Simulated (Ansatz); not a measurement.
Geometry optimisation in Ansatz: input, command and trajectory.

```yaml
crystal:
  lattice:
    - [3.8580345632, 0.0, 0.0]
    - [0.0, 3.8580345632, 0.0]
    - [0.0, 0.0, 7.7242947895]
  atoms:
    - { symbol: Bi, position: [0.0, 0.5, 0.1600693463] }
    - { symbol: Bi, position: [0.5, 0.0, 0.8399306537] }
    - { symbol: Br, position: [0.0, 0.5, 0.6483286597] }
    - { symbol: Br, position: [0.5, 0.0, 0.3516713403] }
    - { symbol: O, position: [0.0, 0.0, 0.0] }
    - { symbol: O, position: [0.5, 0.5, 0.0] }
basis:
  ecutwfc: 420
kpoints:
  mp_grid: { grid: [8, 8, 4] }
hamiltonian:
  xc: pbesol
scf:
  occupations: { method: gaussian, width: 0.02 }
output:
  forces: true
  stress: true
  eigenvalues: true
relax:
  adjacent_minimum: "off"
  f_tol: 0.01
  max_steps: 30
  cell: { stress_tol: 0.1, fix: [volume] }
```

```bash
ansatz run input.yaml --threads 2 --pin off --max-ram 5120MiB --backend cpu --events-out ev --progress --plain --runs-dir out
```

All numbers below come from DFT PBEsol, scalar-relativistic, plane waves, PAW (Ansatz).

The volume is held at 0.91 times that of the relaxed cell.

Of 6 frames 5 are shown, positions in Å and forces in eV/Å; the SCF threshold varies from step to step. Steps run on the plane waves of an earlier cell, with a Pulay correction in the pressure. The basis is chosen afresh for the last frame, the zero of the energies, and at times for earlier ones too; energy and pressure can step there, also at an unchanged geometry. Where two frames share a geometry here, they differ by under 2 meV/atom and 0.3 GPa.

```xyz
6
Lattice="3.8580 0.0000 0.0000 0.0000 3.8580 0.0000 0.0000 0.0000 7.7243" Properties=species:S:1:pos:R:3:forces:R:3 pbc="T T T" step=1 free_energy_over_end_meV_per_atom=3.89 pressure_GPa=5.22
Bi    0.0000    1.9290    1.2364    0.0000    0.0000    0.3875
Bi    1.9290    0.0000    6.4879    0.0000    0.0000   -0.3875
Br    0.0000    1.9290    5.0079    0.0000    0.0000   -0.1205
Br    1.9290    0.0000    2.7164    0.0000    0.0000    0.1205
O     0.0000    0.0000    0.0000    0.0000    0.0000    0.0000
O     1.9290    1.9290    0.0000    0.0000    0.0000    0.0000
6
Lattice="3.8770 0.0000 0.0000 0.0000 3.8770 0.0000 0.0000 0.0000 7.6489" Properties=species:S:1:pos:R:3:forces:R:3 pbc="T T T" step=2 free_energy_over_end_meV_per_atom=1.13 pressure_GPa=3.08
Bi    0.0000    1.9385    1.2683    0.0000    0.0000   -0.2704
Bi    1.9385    0.0000    6.3806    0.0000    0.0000    0.2704
Br    0.0000    1.9385    4.9101    0.0000    0.0000    0.0221
Br    1.9385    0.0000    2.7388    0.0000    0.0000   -0.0221
O     0.0000    0.0000    0.0000    0.0000    0.0000    0.0000
O     1.9385    1.9385    0.0000    0.0000    0.0000    0.0000
6
Lattice="3.8923 0.0000 0.0000 0.0000 3.8923 0.0000 0.0000 0.0000 7.5887" Properties=species:S:1:pos:R:3:forces:R:3 pbc="T T T" step=3 free_energy_over_end_meV_per_atom=0.10 pressure_GPa=3.31
Bi    0.0000    1.9462    1.2462    0.0000    0.0000    0.0230
Bi    1.9462    0.0000    6.3425    0.0000    0.0000   -0.0230
Br    0.0000    1.9462    4.8739    0.0000    0.0000    0.0295
Br    1.9462    0.0000    2.7148    0.0000    0.0000   -0.0295
O     0.0000    0.0000    0.0000    0.0000    0.0000    0.0000
O     1.9462    1.9462    0.0000    0.0000    0.0000    0.0000
6
Lattice="3.8931 0.0000 0.0000 0.0000 3.8931 0.0000 0.0000 0.0000 7.5859" Properties=species:S:1:pos:R:3:forces:R:3 pbc="T T T" step=4 free_energy_over_end_meV_per_atom=0.08 pressure_GPa=3.35
Bi    0.0000    1.9465    1.2466    0.0000    0.0000   -0.0101
Bi    1.9465    0.0000    6.3393    0.0000    0.0000    0.0101
Br    0.0000    1.9465    4.8806    0.0000    0.0000   -0.0185
Br    1.9465    0.0000    2.7053    0.0000    0.0000    0.0185
O     0.0000    0.0000    0.0000    0.0000    0.0000    0.0000
O     1.9465    1.9465    0.0000    0.0000    0.0000    0.0000
6
Lattice="3.8926 0.0000 0.0000 0.0000 3.8926 0.0000 0.0000 0.0000 7.5879" Properties=species:S:1:pos:R:3:forces:R:3 pbc="T T T" step=6 free_energy_over_end_meV_per_atom=0.00 pressure_GPa=3.33
Bi    0.0000    1.9463    1.2467    0.0000    0.0000    0.0003
Bi    1.9463    0.0000    6.3412    0.0000    0.0000   -0.0003
Br    0.0000    1.9463    4.8786    0.0000    0.0000   -0.0001
Br    1.9463    0.0000    2.7093    0.0000    0.0000    0.0001
O     0.0000    0.0000    0.0000    0.0000    0.0000    0.0000
O     1.9463    1.9463    0.0000    0.0000    0.0000    0.0000
```

Time: 33 s on 2 threads of Intel(R) Xeon(R) Platinum 8259CL CPU @ 2.50GHz (Skylake/Cascade Lake), with other jobs on the host, peak memory 0.54 GiB.

Spin–orbit coupling is left out, which can shift energies with elements as heavy as these.